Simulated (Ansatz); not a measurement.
**Ansatz run, BaCuBr$_{4}$**

Input file of Ansatz 0.2.0:

```yaml
crystal:
  lattice:
    - [-7.331566, 0.0, 0.0]
    - [0.0, 0.0, 5.328392]
    - [0.0, 9.345422, 2.664196]
  atoms:
    - { symbol: Br, position: [0.9926, 0.0799, 0.8402] }
    - { symbol: Br, position: [0.4926, 0.9201, 0.1598] }
    - { symbol: Br, position: [0.2764, 0.669, 0.662] }
    - { symbol: Br, position: [0.7764, 0.331, 0.338] }
    - { symbol: Cu, position: [0.99884, 0.58647, 0.82706] }
    - { symbol: Cu, position: [0.49884, 0.41353, 0.17294] }
    - { symbol: Ba, position: [0.54, 0.15076, 0.69848] }
    - { symbol: Ba, position: [0.04, 0.84924, 0.30152] }
    - { symbol: Br, position: [0.801, 0.6989, 0.6022] }
    - { symbol: Br, position: [0.301, 0.3011, 0.3978] }
    - { symbol: Br, position: [0.1645, 0.4689, 0.0622] }
    - { symbol: Br, position: [0.6645, 0.5311, 0.9378] }
  symmetry: { tolerance: 0.0003 }
kpoints:
  mp_grid: { grid: [5, 7, 7], shift: [0, 0, 0] }
  band_path:
    path:
      - [0.0, 0.0, 0.0]
      - [0.0, 0.0, 0.5]
      - [0.0, -0.4593646, 0.2703177]
      - [0.0, -0.5406354, -0.2703177]
      - [0.0, 0.0, 0.0]
      - [-0.5, 0.0, 0.0]
      - [-0.5, -0.5406354, -0.2703177]
      - [-0.5, -0.4593646, 0.2703177]
      - [-0.5, 0.0, 0.5]
      - [0.0, 0.0, 0.5]
      - [0.0, 0.0, 0.0]
    npoints: 6
magnetization:
  spin_polarized: false
scf:
  occupations: { method: fermi_dirac }
  lower_state_search: "off"
  max_iter: 200
hamiltonian:
  pseudopotentials: { kind: paw }
  xc: pbesol
basis:
  ecutwfc: 420
  fft_grid_basis: typed
output:
  forces: true
  stress: true
  eigenvalues: true
  bader: true
  populations: true
  elf: true
  write_potential: true
  volumetric_format: npy
  dos:
    e_range: [-12, 8]
    de: 0.05
    projected: { site_lists: { Ba: [Ba], Br: [Br], Cu: [Cu] } }
checkpoint:
  read: saved_state
```

The run starts from an earlier solution of this cell. 

Excerpt of what it printed:

```
Pseudopotentials: kind: paw
Pseudopotential: Br, paw, valence charge 7, recommended cutoff 420 eV (normal), Br.paw.azcp
Pseudopotential: Cu, paw, valence charge 19, recommended cutoff 420 eV (normal), Cu.paw.azcp
Pseudopotential: Ba, paw, valence charge 10, recommended cutoff 420 eV (normal), Ba.paw.azcp
Functional definition: PBEsol
  exchange = pbesol_x
  correlation = pbesol_c
Crystal: 12 atoms, lattice volume = 365.083 Å³
Basis set: ecut = 420 eV, 7115 PW (Γ), exchange–correlation on 100×72×144 points (8 copies of the dense FFT grid, shifted against one another)
Bands: 69, of which v1, the nominal top of the filled ones, is band 57 counted from 1 (56 counted from 0)
Symmetry: 4 space group operations
Space group: Cmc21 (ITA 36), of the structure as read, at distance tolerance 2.1e-3 Å
k-points: 48 of 245 (time reversal used)
Initial density: read from a saved state, or passed on in memory by an earlier SCF of this step, an earlier step, the calling program or the single point that the run made first
Functional: x = pbesol(κ = 0.804, μ = 0.1235), c = pbesol(β = 0.046)
Free energy (F): -46808.8643 eV
Harris-Foulkes:  -46808.8643 eV  (|F-HF|=3.34e-8)
Internal energy: -46808.6793 eV  (E = F + TS)
E sigma→0 (E₀):  -46808.7718 eV
Entropy (-TS):   -0.1850 eV (-15.415 meV/atom)
Fermi energy:    4.5503 eV
--- Forces (eV/Å), atoms counted from 1 ---
  atom   1  Br     0.0964    -0.0512     0.0000
  atom   2  Br     0.0964     0.0512     0.0000
  atom   3  Br     0.0348     0.1309     0.0000
  atom   4  Br     0.0348    -0.1309     0.0000
  atom   5  Cu     0.1524    -0.0351     0.0000
  atom   6  Cu     0.1524     0.0351     0.0000
  atom   7  Ba    -0.2903     0.1957     0.0000
  atom   8  Ba    -0.2903    -0.1957     0.0000
  atom   9  Br    -0.0117     0.1623     0.0000
  atom  10  Br    -0.0117    -0.1623     0.0000
  atom  11  Br     0.0185    -0.2788     0.0000
  atom  12  Br     0.0185     0.2788     0.0000
--- Stress (GPa, compression-positive) ---
       -2.6724       0.0000       0.0000
        0.0000      -2.0826       0.0000
        0.0000       0.0000      -2.4105
  P = ⅓ Tr σ = -2.3885 GPa (-23.885 kbar)
--- Löwdin populations: 12 sites ---
  site symbol       q [e]
     0     Br      7.4827
     1     Br      7.4827
     2     Br      7.5531
     3     Br      7.5531
     4     Cu     18.2602
     5     Cu     18.2602
     6     Ba      8.3804
     7     Ba      8.3804
     8     Br      7.5140
     9     Br      7.5140
    10     Br      7.4018
    11     Br      7.4018
  spilling = 0.0072 (of n_electrons = 114.0000)
--- Bader charges: 12 sites ---
  site symbol  charge [e]  shift [e]
     0     Br     -0.5419     0.0009
     1     Br     -0.5419     0.0009
     2     Br     -0.6255     0.0006
     3     Br     -0.6255     0.0006
     4     Cu      0.6873     0.0033
     5     Cu      0.6873     0.0033
     6     Ba      1.5591     0.0000
     7     Ba      1.5591     0.0000
     8     Br     -0.5939     0.0006
     9     Br     -0.5938     0.0006
    10     Br     -0.4851     0.0011
    11     Br     -0.4850     0.0011
```

Total energies depend on the potentials used, so only differences within one code and one set of settings carry meaning.

Origin: a known structure type with other elements, at an estimated volume, so it need not be a known compound. Caveats: many states at the Fermi level without spin polarisation, so a magnetic state may lie lower.
